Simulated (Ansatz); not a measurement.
HfCl4:
```
CELL_PARAMETERS angstrom
      6.12488     0.00000     0.00000
      0.00000     7.13416     0.00000
     -1.97142     0.00000     5.70949
ATOMIC_POSITIONS crystal
  Hf 0.50000 0.66628 0.75000
  Hf 0.50000 0.33372 0.25000
  Cl 0.26685 0.38936 0.50445
  Cl 0.73315 0.61064 0.49555
  Cl 0.73315 0.38936 0.99555
  Cl 0.26685 0.61064 0.00445
  Cl 0.23902 0.12950 0.01234
  Cl 0.76098 0.87050 0.98766
  Cl 0.76098 0.12950 0.48766
  Cl 0.23902 0.87050 0.51234
```

Tensor components refer to the Cartesian frame of this cell.

### Question
Give the high-frequency dielectric tensor and the Born effective charge tensors of the independent atoms from DFPT, LDA in the plane-wave PAW code Ansatz.

### Answer

ε∞:
```
 3.44   0.00  -0.01
 0.00   3.62   0.00
-0.01   0.00   3.89
```
Z* of atom 1 (Hf), rows: field, columns: displacement, in e:
```
 3.34   0.00  -0.18
 0.00   3.93   0.00
-0.20   0.00   4.82
```
Z* of atom 3 (Cl), rows: field, columns: displacement, in e:
```
-0.97   0.05   0.47
 0.04  -0.87  -0.58
 0.53  -0.73  -1.40
```
Z* of atom 7 (Cl), rows: field, columns: displacement, in e:
```
-0.70  -0.47  -0.39
-0.55  -1.09  -0.64
-0.43  -0.56  -1.01
```

Space group P2/c. The first step of the workflow began from a Materials Project structure, measured or hypothetical; the Crystallography Open Database files this formula in space group No. 13, but the cells were not matched. Its standing as an ambient phase is unchecked. The cell was relaxed with LDA under the symmetry of its start; its stability against distortions is not shown here. No spin polarisation was allowed. A crystal of weakly bound chains computed without a dispersion correction: the cell and the soft elastic constants depend strongly on that. Scalar-relativistic: spin–orbit coupling is off unless named, which matters more the heavier the elements.

Potentials: the later of the program's two PAW sets.
